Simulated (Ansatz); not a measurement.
The cell below belongs to a search over invented structures; it isn't taken from experiment.

Input and command of a plane-wave DFT calculation in Ansatz:

```yaml
crystal:
  lattice:
    - [5.4358783641, -1.8571700764, 0.0798182555]
    - [5.4358783641, 1.8571700764, 0.0798182555]
    - [-0.9131974614, 0.0, 6.0602765628]
  atoms:
    - { symbol: Li, position: [0.5608447177, 0.5608447177, 0.1926061465] }
    - { symbol: Li, position: [0.9631075384, 0.9631075384, 0.6525692905] }
    - { symbol: Li, position: [0.9717874272, 0.9717874272, 0.3110476347] }
    - { symbol: Li, position: [0.4566063002, 0.4566063002, 0.8470143557] }
    - { symbol: Li, position: [0.2956851346, 0.2956851346, 0.414588176] }
    - { symbol: Li, position: [0.8122123608, 0.8122123608, 0.9822002907] }
    - { symbol: Ge, position: [0.1560086944, 0.1560086944, 0.940829751] }
    - { symbol: Ge, position: [0.6490569569, 0.6490569569, 0.6118844624] }
    - { symbol: "N", position: [0.4744489075, 0.4744489075, 0.4959067137] }
    - { symbol: "N", position: [0.9862643941, 0.9862643941, 0.9933531791] }
basis:
  ecutwfc: 420
kpoints:
  mp_grid: { grid: [10, 10, 6] }
hamiltonian:
  xc: pbe
scf:
  occupations: { method: gaussian, width: 0.1 }
output:
  forces: true
  stress: true
  eigenvalues: true
relax:
  adjacent_minimum: "off"
  f_tol: 0.01
  max_steps: 30
  cell: { stress_tol: 0.1, fix: [volume] }
```

```bash
ansatz run input.yaml --threads 1 --pin off --max-ram 2560MiB --backend cpu --events-out ev --progress --plain --runs-dir out
```

Processor: Intel(R) Xeon(R) 6975P-C (Granite Rapids), 1 thread, on a host shared with other jobs.

**Question.** How long does it run, and how much memory does it take?

**Answer.** About 8.7 min, peak memory 0.88 GiB. It solves 38 bands at 172 k points (after reduction by symmetry) with about 2393 plane waves, in 100 SCF iterations over 13 ionic steps.
